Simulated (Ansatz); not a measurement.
## Zone-centre phonons of Mg3SiTe at -0.6 GPa: input and output

Theory: DFT PBEsol, scalar-relativistic, plane waves, PAW (Ansatz 0.2.0).

Launched with:
```bash
ansatz run input.yaml --threads 1 --pin off --max-ram 1280MiB --backend cpu --events-out ev --progress --plain --runs-dir out
```

Input (bare energies are in eV):
```yaml
crystal:
  lattice:
    - [5.3046, 0.0, 0.0]
    - [0.0, 5.3046, 0.0]
    - [0.0, 0.0, 5.3046]
  atoms:
    - { symbol: Si, position: [0.0, 0.0, 0.0] }
    - { symbol: Te, position: [0.5, 0.5, 0.5] }
    - { symbol: Mg, position: [0.5, 0.5, 0.0] }
    - { symbol: Mg, position: [0.5, 0.0, 0.5] }
    - { symbol: Mg, position: [0.0, 0.5, 0.5] }
basis:
  ecutwfc: 420
kpoints:
  mp_grid: { grid: [8, 8, 8] }
hamiltonian:
  xc: pbesol
scf:
  occupations: { method: fermi_dirac, width: 0.15 }
output:
  eigenvalues: true
phonons:
  method: dfpt
  eigenvectors: true
```

Results section of the output:
```
--- Phonons (Γ-DFPT): 4 representative perturbations + reference, on 125 of 512 k-points (Σ response iterations 29) ---
  k mesh reduced under 8 symmetry operations, with k and −k counted as one. Each operation leaves every solved displacement unchanged or reverses it
  ASR residual: 1.371e-4 → 0.000e0 eV/Å²; symmetrization residual: 1.422e-5 eV/Å²
  ASR residual per site (eV/Å²): 6.67e-5 1.37e-4 6.33e-5 6.33e-5 6.33e-5
  Γ frequencies (cm⁻¹): -192.08 -192.08 -192.08 -159.30 -159.30 -159.30 -43.61 -43.61 -43.61 0.00 0.00 0.00 379.21 379.21 379.21
  non-analytic LO–TO correction: not included (Born effective charges unavailable; polar crystals: no LO–TO splitting at Γ)
```

Its imaginary modes show that this cell, the ideal cubic antiperovskite prototype, isn't a minimum of the energy. In a metal, frequencies and elastic constants depend on the k mesh and the smearing, soft modes and shear constants most. Spin–orbit coupling is left out, which matters for heavy elements. A semilocal functional can close a gap that the real compound has.

Negative frequencies stand for imaginary ones: the cell is unstable against these modes.